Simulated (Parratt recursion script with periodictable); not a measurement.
## Sharing the period between Si and Mo in a mirror for 13.5 nm

```
layer, from the top  thickness (Å)  density (g/cm³)  rms roughness of its top face (Å)  δ at 13.5 nm  β at 13.5 nm
-------------------  -------------  ---------------  ---------------------------------  ------------  ------------
Si (in each period)         varied            2.313                                  3  9.927 × 10⁻⁴      0.001813
Mo (in each period)         varied           10.026                                  3       0.07476      0.006314
Si (substrate)                   –            2.313                                  3  9.927 × 10⁻⁴      0.001813
```

The refractive index is n = 1 − δ + iβ; the runs take δ and β at each wavelength of the scan. Vacuum lies above.

Densities are inputs, not measurements. They were set from computed cells of the Materials Project: Si from entry mp-149 (Fd-3m, 2.313 g/cm³); Mo from entry mp-129 (Im-3m, 10.026 g/cm³). A layer's crystal structure does not enter its constants, only its composition and density.

Simulated, not measured: EUV and soft X-ray reflectivity, Parratt recursion, Névot-Croce roughness, Henke tables (Parratt recursion script with periodictable 1.7.1).

Light falls at α = 10° from the surface normal. It is p-polarised. The wavelength is scanned from 12.42 to 14.58 nm in 161 evenly spaced points, without smoothing. The peak is the highest scan point; its wavelength and height come from a parabola through R at that point and its two neighbours.

The pair is repeated 40 times. The runs differ in the two thicknesses alone; Γ is the share of Mo in the period D.

| Si (Å) | Mo (Å) | Γ | peak λ (nm) | peak R (%) |
|---|---|---|---|---|
| 55.4 | 13.8 | 0.20 | 13.448 | 56.7 |
| 48.4 | 20.8 | 0.30 | ? | ? |
| 41.5 | 27.7 | 0.40 | 13.305 | 69.9 |
| 34.6 | 34.6 | 0.50 | 13.219 | 69.1 |

Estimate the peak wavelength and height at Γ = 0.30.

Wavelength: with δ̄ the thickness-weighted δ at 13.5 nm and α the angle from the normal (sin²α = 0.0302), λ ≈ 2D[(1 − δ̄)² − sin²α]^½.

| Γ | D (Å) | δ̄ | λ by hand (nm) | run minus hand (nm) |
|---|---|---|---|---|
| 0.20 | 69.2 | 0.0157 | 13.409 | 0.039 |
| 0.30 | 69.2 | 0.0232 | 13.303 | to find |
| 0.40 | 69.2 | 0.0305 | 13.201 | 0.104 |

The difference, interpolated in Γ, is 0.072 nm, so λ ≈ 13.303 + 0.072 = 13.375 nm.

Height: the parabola through the rows at Γ = 0.20, 0.40, 0.50 has weights 0.333, 1.000, −0.333 at Γ = 0.30, which give 65.8 %.

The run gave 13.378 nm and 67.1 %, so the estimates miss by 0.003 nm and 1.3 points. Of these 4 runs, Γ = 0.40 has the highest peak.
